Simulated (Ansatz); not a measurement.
Geometry optimisation in Ansatz: input, command and trajectory.

```yaml
crystal:
  lattice:
    - [4.771475509, 0.0, 0.0]
    - [0.0, 4.771475509, 0.0]
    - [0.0, 0.0, 4.771475509]
  atoms:
    - { symbol: Ta, position: [0.25, 0.25, 0.25] }
    - { symbol: Ta, position: [0.25, 0.75, 0.75] }
    - { symbol: Ta, position: [0.75, 0.75, 0.25] }
    - { symbol: Ta, position: [0.75, 0.25, 0.75] }
    - { symbol: Mo, position: [0.0, 0.0, 0.0] }
    - { symbol: Mo, position: [0.5, 0.5, 0.5] }
basis:
  ecutwfc: 420
kpoints:
  mp_grid: { grid: [4, 4, 4] }
hamiltonian:
  xc: pbe
scf:
  occupations: { method: gaussian, width: 0.1 }
  lower_state_search: "off"
output:
  forces: true
  stress: true
  eigenvalues: true
relax:
  adjacent_minimum: "off"
  f_tol: 0.04
  max_steps: 70
  cell: { stress_tol: 0.4 }
```

```bash
ansatz run input.yaml --threads 1 --pin off --max-ram 2560MiB --backend cpu --events-out ev --progress --plain --runs-dir out
```

The calculation used DFT PBE, scalar-relativistic, plane waves, PAW in Ansatz 0.2.0.

Of 6 frames 6 are shown, positions in Å and forces in eV/Å; the SCF threshold varies from step to step. Steps run on the plane waves of an earlier cell, with a Pulay correction in the pressure. The basis is chosen afresh for the last frame, the zero of the energies, and at times for earlier ones too; energy and pressure step there, also at an unchanged geometry. Here that happened at step 6 (-7 meV/atom, 0.3 GPa); the frames before carry an error of that size.

```xyz
6
Lattice="4.7715 0.0000 0.0000 0.0000 4.7715 0.0000 0.0000 0.0000 4.7715" Properties=species:S:1:pos:R:3:forces:R:3 pbc="T T T" step=1 free_energy_over_end_meV_per_atom=1421.90 pressure_GPa=75.66
Ta    1.1929    1.1929    1.1929    0.0000    0.0000    0.0000
Ta    1.1929    3.5786    3.5786    0.0000    0.0000    0.0000
Ta    3.5786    3.5786    1.1929    0.0000    0.0000    0.0000
Ta    3.5786    1.1929    3.5786    0.0000    0.0000    0.0000
Mo    0.0000    0.0000    0.0000    0.0000    0.0000    0.0000
Mo    2.3857    2.3857    2.3857    0.0000    0.0000    0.0000
6
Lattice="5.0041 0.0000 0.0000 0.0000 5.0041 0.0000 0.0000 0.0000 5.0041" Properties=species:S:1:pos:R:3:forces:R:3 pbc="T T T" step=2 free_energy_over_end_meV_per_atom=486.23 pressure_GPa=35.54
Ta    1.2510    1.2510    1.2510    0.0000    0.0000    0.0000
Ta    1.2510    3.7531    3.7531    0.0000    0.0000    0.0000
Ta    3.7531    3.7531    1.2510    0.0000    0.0000    0.0000
Ta    3.7531    1.2510    3.7531    0.0000    0.0000    0.0000
Mo    0.0000    0.0000    0.0000    0.0000    0.0000    0.0000
Mo    2.5020    2.5020    2.5020    0.0000    0.0000    0.0000
6
Lattice="5.2367 0.0000 0.0000 0.0000 5.2367 0.0000 0.0000 0.0000 5.2367" Properties=species:S:1:pos:R:3:forces:R:3 pbc="T T T" step=3 free_energy_over_end_meV_per_atom=74.66 pressure_GPa=10.57
Ta    1.3092    1.3092    1.3092    0.0000    0.0000    0.0000
Ta    1.3092    3.9275    3.9275    0.0000    0.0000    0.0000
Ta    3.9275    3.9275    1.3092    0.0000    0.0000    0.0000
Ta    3.9275    1.3092    3.9275    0.0000    0.0000    0.0000
Mo    0.0000    0.0000    0.0000    0.0000    0.0000    0.0000
Mo    2.6183    2.6183    2.6183    0.0000    0.0000    0.0000
6
Lattice="5.3491 0.0000 0.0000 0.0000 5.3491 0.0000 0.0000 0.0000 5.3491" Properties=species:S:1:pos:R:3:forces:R:3 pbc="T T T" step=4 free_energy_over_end_meV_per_atom=12.30 pressure_GPa=2.62
Ta    1.3373    1.3373    1.3373    0.0000    0.0000    0.0000
Ta    1.3373    4.0118    4.0118    0.0000    0.0000    0.0000
Ta    4.0118    4.0118    1.3373    0.0000    0.0000    0.0000
Ta    4.0118    1.3373    4.0118    0.0000    0.0000    0.0000
Mo    0.0000    0.0000    0.0000    0.0000    0.0000    0.0000
Mo    2.6746    2.6746    2.6746    0.0000    0.0000    0.0000
6
Lattice="5.3956 0.0000 0.0000 0.0000 5.3956 0.0000 0.0000 0.0000 5.3956" Properties=species:S:1:pos:R:3:forces:R:3 pbc="T T T" step=5 free_energy_over_end_meV_per_atom=7.42 pressure_GPa=-0.12
Ta    1.3489    1.3489    1.3489    0.0000    0.0000    0.0000
Ta    1.3489    4.0467    4.0467    0.0000    0.0000    0.0000
Ta    4.0467    4.0467    1.3489    0.0000    0.0000    0.0000
Ta    4.0467    1.3489    4.0467    0.0000    0.0000    0.0000
Mo    0.0000    0.0000    0.0000    0.0000    0.0000    0.0000
Mo    2.6978    2.6978    2.6978    0.0000    0.0000    0.0000
6
Lattice="5.3956 0.0000 0.0000 0.0000 5.3956 0.0000 0.0000 0.0000 5.3956" Properties=species:S:1:pos:R:3:forces:R:3 pbc="T T T" step=6 free_energy_over_end_meV_per_atom=0.00 pressure_GPa=0.19
Ta    1.3489    1.3489    1.3489    0.0000    0.0000    0.0000
Ta    1.3489    4.0467    4.0467    0.0000    0.0000    0.0000
Ta    4.0467    4.0467    1.3489    0.0000    0.0000    0.0000
Ta    4.0467    1.3489    4.0467    0.0000    0.0000    0.0000
Mo    0.0000    0.0000    0.0000    0.0000    0.0000    0.0000
Mo    2.6978    2.6978    2.6978    0.0000    0.0000    0.0000
```

The start puts this composition into another compound's structure type, which needn't suit it. The cell swells from 18.1 to 26.2 Å³ an atom, so the end can be far from any stable crystal. At the end the space group is Pn-3m (tolerance 0.05 Å).

It took 26 s on 1 thread of Arm Neoverse V1, on a shared host, peak memory 0.42 GiB.

The k mesh is coarse. Spin–orbit coupling is left out, which can shift energies with elements as heavy as these.